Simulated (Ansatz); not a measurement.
AlRu (rock salt, Fm-3m), a = 4.937 Å, b = 4.937 Å, c = 4.937 Å, α = 90.00°, β = 90.00°, γ = 90.00°; the cell used has 2 atoms.

Relaxed with r²SCAN.

**Question.** Tabulate the valence density and the electron localisation function along the shortest Ru–Ru contact (3.49 Å), the program Ansatz at the r²SCAN level (PAW).

**Answer.** 

| distance from Ru (Å) | density (e/Å³) | ELF |
|---|---|---|
| 0.35 | 9.04 | 0.58 |
| 0.52 | 5.96 | 0.60 |
| 0.70 | 3.14 | 0.54 |
| 0.87 | 1.26 | 0.41 |
| 1.05 | 0.56 | 0.27 |
| 1.22 | 0.33 | 0.23 |
| 1.40 | 0.24 | 0.28 |
| 1.57 | 0.20 | 0.35 |
| 1.75 | 0.19 | 0.38 |
| 1.92 | 0.20 | 0.35 |
| 2.09 | 0.24 | 0.28 |
| 2.27 | 0.33 | 0.23 |
| 2.44 | 0.56 | 0.27 |
| 2.62 | 1.26 | 0.41 |
| 2.79 | 3.14 | 0.54 |
| 2.97 | 5.96 | 0.60 |
| 3.14 | 9.04 | 0.58 |

The density is the valence pseudo-density with augmentation charge, so density and ELF within about 1 Å of a nucleus are not all-electron values.

The start of the workflow was typed in or built on a structure type; neither database checked (COD, Materials Project) lists it. COD files the formula under space group No. 221, so this cell is another polymorph or a model. Its standing as an ambient phase is unchecked. The cell was relaxed with r²SCAN under the symmetry of its start. At this level the phase is mechanically unstable. No spin polarisation was allowed. Its formation energy is positive at this level, so the cell may be metastable or incomplete.

Potentials: the earlier of the program's two PAW sets.
